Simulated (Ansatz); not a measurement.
WN$_{2}$ in space group P-6m2 (No. 187; W on 1f, N on 2g) at seven volumes, PBEsol in the plane-wave PAW code Ansatz, shape and atoms relaxed at each. One row is withheld.

```tsv
V (Å³/atom)	P (GPa)
8.568	42.43
8.851	25.99
9.133	11.96
9.416	0.00
9.698	-10.21
9.981	?
10.263	-26.31
```

Fit the shown pressures and predict the withheld one.

Third-order Birch–Murnaghan: P = (3/2)B₀(x^(7/2) − x^(5/2))[1 + (3/4)(B′ − 4)(x − 1)] with x = (V₀/V)^(2/3). Least squares on the six rows gives V₀ = 9.416 Å³/atom, B₀ = 367.3 GPa, B′ = 4.28. At V = 9.981, x = 0.9619 and P = -18.90 GPa. The run itself gave -18.91 GPa.

The workflow started from a Materials Project entry (that database holds measured and hypothetical structures alike); the Crystallography Open Database copy checked does not list it. Whether it is the stable phase at ambient conditions was not checked. The cell was relaxed with PBEsol under the symmetry of its start; its stability against distortions is not shown here. The run is not spin-polarised. Spin–orbit coupling is left out wherever it is not named.

Potentials: the later of the program's two PAW sets.
